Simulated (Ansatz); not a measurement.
Cu Kα1 powder pattern (kinematic, no thermal factors).
```csv
2θ (°),relative intensity
19.17,28
19.90,48
27.77,28
28.29,7
28.93,39
29.93,100
34.41,34
35.37,58
38.91,8
40.44,55
41.65,3
44.08,2
45.12,10
45.47,9
48.80,5
49.77,11
50.49,28
54.79,29
57.37,9
57.73,20
58.53,16
59.95,7
61.35,1
62.18,3
62.46,1
63.83,2
65.99,2
66.59,11
67.12,17
69.69,7
70.27,6
72.53,4
74.82,13
77.09,1
78.34,2
78.40,3
79.59,2
80.33,3
84.34,7
86.79,12
86.97,2
87.47,5
88.69,9
```

The pattern is computed from a structure relaxed with DFT PBE, scalar-relativistic, plane waves, PAW (Ansatz). No spin polarisation. Its elements are Al, Ca, O.

Problem. Give the structure.

Solution. Ca$_{4}$AlO.
Space group P4/mmm (No. 123). a = 4.457 Å, b = 4.457 Å, c = 9.251 Å, α = 90.00°, β = 90.00°, γ = 90.00°
```
atom  site  symmetry       x       y       z
  Ca    2g       4mm  0.0000  0.0000  0.6783
  Ca    2f      mmm. 0.5000  0.0000  0.0000
  Al    1d     4/mmm  0.5000  0.5000  0.5000
   O    1a     4/mmm  0.0000  0.0000  0.0000
```

A pattern alone doesn't exclude other cells with like lines; this is the one computed.

The structure comes from a generated guess; another structure or a mixture of phases may lie lower.
